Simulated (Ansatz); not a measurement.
Al (fcc, Cu type)

```
CELL_PARAMETERS angstrom
      3.99199     0.00000     0.00000
      0.00000     3.99199     0.00000
      0.00000     0.00000     3.99199
ATOMIC_POSITIONS crystal
  Al 0.00000 0.00000 0.00000
  Al 0.50000 0.50000 0.00000
  Al 0.50000 0.00000 0.50000
  Al 0.00000 0.50000 0.50000
```

Scan: atom 3 (Al, nearest neighbour Al at 2.823 Å; its periodic images, 4.0 Å or more away, move with it) is displaced along Cartesian [111], direction (0.577, 0.577, 0.577) in Cartesian axes, by s. The other atoms stay.

All values below come from r2SCAN (plane waves to 500 eV, PAW, scalar-relativistic; Ansatz, a first-principles code). k mesh 9×9×9 (Γ-centred), Fermi-Dirac smearing 0.05 eV. Energies are smeared free energies. Compression counts positive. With partly filled bands, energies and forces of such displacements shift with the k mesh and the smearing. F∥ is the force on the atom along that direction. On this mesh the relaxed cell isn't quite at rest: it carries a pressure of 0.3 GPa (compression positive) at the zero of the scan. Al was relaxed with its symmetry unable to fall. ΔE is measured from the undisplaced structure.

| s (Å) | ΔE (eV/cell) | P (GPa) | F∥ (eV/Å) |
|---|---|---|---|
| -0.560 | ? | 8.0 | 4.358 |
| -0.448 | 0.630 | 5.1 | 3.154 |
| -0.336 | 0.335 | 2.9 | 2.147 |
| -0.224 | ? | 1.4 | 1.320 |
| -0.112 | 0.035 | 0.6 | 0.625 |
| 0.000 | 0.000 | 0.3 | 0.000 |
| 0.112 | 0.035 | 0.6 | -0.625 |
| 0.224 | ? | 1.4 | -1.320 |
| 0.336 | 0.335 | 2.9 | -2.147 |
| 0.448 | 0.630 | 5.1 | -3.154 |
| 0.560 | ? | 8.0 | -4.358 |

**Question.** What belongs in the gaps?

**Answer.** 
- -0.560, ΔE (eV/cell): 1.049
- -0.224, ΔE (eV/cell): 0.143
- 0.224, ΔE (eV/cell): 0.143
- 0.560, ΔE (eV/cell): 1.049

(A displaced cell: forces are minus the slopes of the energy, force constants its curvatures, and phonons follow from these.)
